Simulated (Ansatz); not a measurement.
Input file for Ansatz (a quantum-chemistry and plane-wave program):

Ansatz 0.2 input:
```yaml
crystal:
  lattice:
    - [6.6859468029, 0.0, 0.0]
    - [-3.3429734014, 5.7901997796, 0.0]
    - [0.0, 0.0, 7.0160539422]
  atoms:
    - { symbol: Na, position: [0.0, 0.6667653809, 0.5] }
    - { symbol: Na, position: [0.6667653809, 0.0, 0.5] }
    - { symbol: Na, position: [0.3332346191, 0.3332346191, 0.5] }
    - { symbol: Na, position: [0.0, 0.3334314932, 0.0] }
    - { symbol: Na, position: [0.3334314932, 0.0, 0.0] }
    - { symbol: Na, position: [0.6665685068, 0.6665685068, 0.0] }
    - { symbol: Cl, position: [0.6666666667, 0.3333333333, 0.2500312815] }
    - { symbol: Cl, position: [0.6666666667, 0.3333333333, 0.7499687185] }
    - { symbol: Cl, position: [0.3333333333, 0.6666666667, 0.2500312815] }
    - { symbol: Cl, position: [0.3333333333, 0.6666666667, 0.7499687185] }
    - { symbol: Cl, position: [0.0, 0.0, 0.7500629649] }
    - { symbol: Cl, position: [0.0, 0.0, 0.2499370351] }
kpoints:
  mp_grid: { grid: [5, 5, 4] }
hamiltonian:
  xc: r2scan
  pseudopotentials: { azcp: { folder: ./paw }, kind: paw }
scf:
  occupations: { method: fixed }
checkpoint: { read: static.run }
output: { write_density: true, elf: true, volumetric_format: npy }
basis: { fft_grid_basis: typed }
```

Output (shortened):

```
Pseudopotential: Na, paw, valence charge 9
Pseudopotential: Cl, paw, valence charge 7
Functional definition: r2SCAN
Crystal: 12 atoms, lattice volume = 271.612 Å³
Basis set: ecut = 500 eV, 6913 PW (Γ), exchange–correlation on 200×200×216 points (64 copies of the dense FFT grid, shifted against one another)
Bands: 60, of which v1, the nominal top of the filled ones, is band 48 counted from 1 (47 counted from 0)
Symmetry: 12 space group operations
Space group: P-62m (ITA 189), of the structure as read, at distance tolerance 6.5e-5 Å
k-points: 15 of 100 (time reversal used)
Stability of the state it starts from, as read at its close in the unpolarized treatment …
iter 1 solved again at ethr=4.69e-7 eV; its pass at ethr=3.10e-3 eV (dr2=4.50e-4 eV) is discarded
SCF iter   1: F=—  HF=-15457.168246 eV  |F-HF|=—  |Δ(HF+E_count)|=         —  Δρ=1.54e-6  dr2=6.99e-9  dr2_τ=3.54e-10  ethr=4.69e-7  ⟨swp⟩=3.9  Hψ=5047  notcnv=0  defer=142
preconditioner: auto → Resta (q_TF=auto, 2.294 Å⁻¹)
SCF iter   2: F=—  HF=-15457.168282 eV  |F-HF|=—  |Δ(HF+E_count)|=   3.54e-5  Δρ=1.11e-6  dr2=3.18e-9  dr2_τ=6.22e-10  ethr=7.29e-12  ⟨swp⟩=19.5  Hψ=6144  notcnv=0
SCF iter   3: F=-15457.168282 eV  HF=-15457.168282 eV  |F-HF|=7.79e-10  |Δ(HF+E_count)|=  6.62e-10  Δρ=6.38e-7  dr2=1.06e-9  dr2_τ=6.07e-11  ethr=3.31e-12  ⟨swp⟩=1.0  Hψ=2171  notcnv=0
SCF 1 converged in 3 iterations: F = -15457.168282 eV  dr2 = 1.06e-9
SCF converged after 3 iterations
Free energy (F): -15457.168282 eV
Harris-Foulkes:  -15457.168282 eV  (|F-HF|=7.79e-10)
Internal energy: -15457.168282 eV  (E = F + TS)
E sigma→0 (E₀):  -15457.168282 eV
Fermi energy:    1.011349 eV
--- Per-component energies (eV) ---
  E_band       = -1511.153708
  E_kinetic    = 1600.954329
  E_local      = -10134.425280  (includes V_loc(G=0)·N_el)
  E_nonlocal   = 1864.841752
  E_hartree    = 3432.617978
  E_xc         = -836.025535
  E_vxc        = -1088.258111  (∫ρ·V_xc dr)
  E_paw        = -5792.300941  (= ΣΔE_a)
  E_vpaw       = -688.052497  (= ΣTr[D̂ρ^β])
  E_aug_tail   = -0.000183  (compensation charges beyond the density's cutoff)
  E_vtau       = 68.552239  (kinetic-family band-sum trace: ∫τ·v_τ [+ j·A + Jᵃ·Aᵃ] dr)
  E_ewald      = -5591.854358
  E_core_change = -0.976044  (= ΣΔE_core)
  E_smearing   =  0.000000  (= −TS)
  E_closure    = 0.000000  (closes the sum)
  Σ components = -15457.168282   (vs F -15457.168282, Δ=0.00e0)
  [band-id]    e_kinetic+e_local+e_nonlocal+2·e_hartree+e_vxc+e_vpaw+e_augmentation_tail+e_vtau = -1511.151795   (vs E_band -1511.153708, Δ=1.91e-3)
--- Band table (eV; the first three rows and the last of 15) ---
  k-point 0: bands = ["-50.5275", "-50.5271", "-50.5265", "-50.5265", "-50.5265", "-50.5265", "-20.9699", "-20.9699", "-20.9598", "-20.9598", "-20.9590", "-20.9590", "-20.9590", "-20.9590", "-20.9461", "-20.9461", "-20.9455", "-20.9453", "-20.9453", …
  k-point 1: bands = ["-50.5274", "-50.5272", "-50.5265", "-50.5265", "-50.5265", "-50.5265", "-20.9684", "-20.9684", "-20.9612", "-20.9612", "-20.9592", "-20.9592", "-20.9592", "-20.9592", "-20.9460", "-20.9460", "-20.9454", "-20.9454", "-20.9422", …
  k-point 2: bands = ["-50.5273", "-50.5273", "-50.5265", "-50.5265", "-50.5265", "-50.5265", "-20.9648", "-20.9648", "-20.9648", "-20.9648", "-20.9594", "-20.9594", "-20.9594", "-20.9594", "-20.9457", "-20.9457", "-20.9457", "-20.9457", "-20.9341", …
  k-point 14: bands = ["-50.5268", "-50.5268", "-50.5268", "-50.5268", "-50.5267", "-50.5267", "-20.9678", "-20.9678", "-20.9620", "-20.9620", "-20.9620", "-20.9620", "-20.9502", "-20.9502", "-20.9494", "-20.9494", "-20.9494", "-20.9494", "-20.9285", …
```

Cost: roughly 40 core-seconds on shared cores.

Space group P6_3/mmc (NiAs type). The first step of the workflow began from a Materials Project structure, measured or hypothetical; the Crystallography Open Database copy checked does not list it. It is not the phase usual at ambient conditions (space group No. 225). The r²SCAN relaxation kept the symmetry of its start; its stability against distortions is not shown here. Point labels and valley counts follow the cell and symmetry of the run, lower than the named group.

Potentials: the earlier of the program's two PAW sets.

Ansatz is a plane-wave DFT program.
